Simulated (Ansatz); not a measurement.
## Band table of Sc (sc type)

```
CELL_PARAMETERS angstrom
2.84531 0.00000 0.00000
0.00000 2.84531 0.00000
0.00000 0.00000 2.84531
ATOMIC_POSITIONS crystal
Sc 0.00000 0.00000 0.00000
```

The cell comes from a relaxation on PAW files under the same functional, begun from a prototype that needn't be the stable phase.

Computed with Ansatz 0.2.0; functional LDA, scalar-relativistic. Settings: a Γ-centred 15×15×15 k mesh, Fermi–Dirac smearing of 0.05 eV, no spin polarisation. Methods: LAPW: all electrons, basis error target 1 meV/atom.

Path points, in fractions of the reciprocal vectors: Γ (0.000, 0.000, 0.000), X (0.000, 0.500, 0.000), M (0.500, 0.500, 0.000), R (0.500, 0.500, 0.500). The distance column jumps between branches of the path. Levels in eV from the Fermi level; bands 5 to 8, counted from the lowest band of the run. The gap is zero, the pressure 0.01 GPa.

```
# k(1/Å) point b5 b6 b7 b8
0.000 Γ -5.15 -0.65 -0.65 4.30
0.158 - -5.03 -0.62 -0.57 4.19
0.315 - -4.69 -0.53 -0.35 3.88
0.473 - -4.17 -0.40 -0.05 3.48
0.631 - -3.50 -0.25 0.19 3.08
0.789 - -2.76 -0.10 0.23 2.75
0.946 - -2.02 -0.03 0.00 2.54
1.104 X -1.63 -0.27 0.04 2.47
1.262 - -1.50 -0.38 0.12 2.49
1.420 - -1.16 -0.68 0.39 2.54
1.577 - -1.07 -0.71 0.89 2.62
1.735 - -1.46 -0.30 1.68 2.72
1.893 - -1.78 0.02 2.66 2.80
2.051 - -1.99 0.22 2.86 2.95
2.208 M -2.07 0.29 2.88 2.88
2.431 - -1.93 0.15 2.91 2.95
2.654 - -1.76 -0.12 2.42 2.77
2.877 - -2.27 -0.07 1.41 2.24
3.101 - -3.29 -0.08 0.55 2.59
3.324 - -4.26 -0.34 -0.11 3.40
3.547 - -4.92 -0.57 -0.52 4.07
3.770 Γ -5.15 -0.65 -0.65 4.30
4.043 - -4.80 -0.48 -0.48 4.02
4.316 - -3.84 0.01 0.01 3.39
4.589 - -2.54 0.72 0.72 2.67
4.863 - -1.50 0.91 0.91 2.51
5.136 - -1.02 0.17 0.17 3.59
5.409 - -0.76 -0.43 -0.43 4.84
5.682 R -0.64 -0.64 -0.64 5.50
5.905 - -0.75 -0.52 -0.45 4.86
6.128 - -0.96 -0.17 0.07 3.65
6.351 - -1.10 0.37 0.62 2.45
6.574 - -1.06 0.31 1.04 1.44
6.797 - -0.83 -0.64 0.67 1.73
7.021 - -1.37 -0.47 0.20 2.26
7.244 X -1.63 -0.27 0.04 2.47
8.805 R -0.64 -0.64 -0.64 5.50
8.963 - -0.74 -0.55 -0.55 5.03
9.121 - -0.98 -0.25 -0.25 4.01
9.278 - -1.29 0.22 0.22 2.86
9.436 - -1.60 0.85 0.85 1.81
9.594 - -1.85 0.99 1.60 1.60
9.751 - -2.01 0.47 2.39 2.39
9.909 M -2.07 0.29 2.88 2.88
```
